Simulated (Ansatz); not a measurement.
MgMnO$_{3}$ in space group R-3 (No. 148; Mg on 6c, Mn on 6c, O on 18f) at seven volumes, r²SCAN in the plane-wave PAW code Ansatz, shape and atoms relaxed at each. One row is withheld.

```
V (Å³/atom)  P (GPa)
-----------  -------
8.755          21.49
9.044          13.11
9.333           6.01
9.621           0.01
9.910              ?
10.198         -9.34
10.487        -12.91
```

Problem. Fit the shown pressures and predict the withheld one.

Solution. P = (3/2)B₀(x^(7/2) − x^(5/2))[1 + (3/4)(B′ − 4)(x − 1)] with x = (V₀/V)^(2/3). Least squares on the six rows gives V₀ = 9.622 Å³/atom, B₀ = 183 GPa, B′ = 4.60. At V = 9.910, x = 0.9805 and P = -5.04 GPa. The run itself gave -5.07 GPa.

The workflow started from a Materials Project entry (that database holds measured and hypothetical structures alike); the Crystallography Open Database copy checked does not list it. Its standing as an ambient phase is unchecked. The cell was relaxed with r²SCAN under the symmetry of its start; its stability against distortions is not shown here. Spin order of the final state: ferromagnetic, chosen from 4 collinear starts compared on coarse meshes (ties went to the first, and starts can fall back to one state), not a proven ground state. Other orbital occupations within this spin state were not tried. No Hubbard U is applied.

Potentials: the later of the program's two PAW sets.
